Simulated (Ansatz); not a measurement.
A relaxed structure of BN. Space group P6₃mc (No. 186), AFLOW prototype AB_hP12_186_a2b_a2b (B6, as in SiC). Method: PBE (plane waves to 420 eV, PAW, scalar-relativistic; Ansatz, an electronic-structure program).

```cif
data_B6N6
_chemical_formula_sum 'B6 N6'
_space_group_name_H-M_alt 'P63mc'
_space_group_IT_number 186
_space_group_name_Hall 'P 6c -2c'
_cell_length_a 2.55962
_cell_length_b 2.55962
_cell_length_c 12.59252
_cell_angle_alpha 90.000
_cell_angle_beta 90.000
_cell_angle_gamma 120.000
loop_
_atom_site_label
_atom_site_type_symbol
_atom_site_symmetry_multiplicity
_atom_site_Wyckoff_symbol
_atom_site_fract_x
_atom_site_fract_y
_atom_site_fract_z
_atom_site_occupancy
B1 B 2 a 0.00000 0.00000 0.00006 1
B2 B 2 b 0.33333 0.66667 0.33268 1
B3 B 2 b 0.66667 0.33333 0.16656 1
N1 N 2 a 0.00000 0.00000 0.37440 1
N2 N 2 b 0.33333 0.66667 0.20808 1
N3 N 2 b 0.66667 0.33333 0.04191 1
```

| Quantity | Result |
|---|---|
| Volume per atom | 5.95 Å³ |
| Band gap | 5.19 eV, indirect (valence top at Γ, conduction bottom at M) (no spin-orbit coupling) |
| Smallest direct gap | 7.17 eV at M |
| Shortest distances | B–N 1.57 Å; B–B 2.56 Å; N–N 2.56 Å |
| k-mesh | 12×12×2 |

Band energies at high-symmetry points (eV from the VBM; labels of this space group; no spin-orbit coupling), from −5 eV up to 9.4 eV:

```
point                                                                                                               energies
-----  ---------------------------------------------------------------------------------------------------------------------
Γ      -3.08 -3.06 -1.99 -1.99 -1.61 -1.61 -1.56 -1.56 -0.66 -0.66 -0.57 -0.57 -0.09 0.00 0.00 8.63 8.63 8.74 9.11 9.29 9.29
M                                  -4.89 -4.53 -4.34 -4.29 -4.03 -3.20 -2.92 -2.89 -2.54 -1.98 5.19 5.54 6.95 7.55 8.83 9.24
K                                                                         -4.69 -4.69 -4.47 -3.50 -3.34 -3.34 7.12 7.12 7.71
A          -1.89 -1.89 -1.89 -1.89 -1.14 -1.14 -1.14 -1.14 -0.99 -0.99 -0.18 -0.18 -0.18 -0.18 8.86 8.86 8.86 8.86 8.97 8.97
L                                  -4.74 -4.74 -4.69 -4.69 -3.66 -3.66 -2.69 -2.69 -2.25 -2.25 5.33 5.33 7.19 7.19 9.17 9.17
H                                                                    -4.35 -4.35 -3.91 -3.91 -3.50 -3.50 7.27 7.27 8.37 8.37
```

No spin polarisation in the result.

The run could not lose the symmetry of its start; a randomly shaken copy of 12 atoms returns to this structure.

The first start was generated by placing the elements on the sites of a structure type. A measured structure of BN has the same space group, P6₃mc (No. 186); the sites were not compared with it.
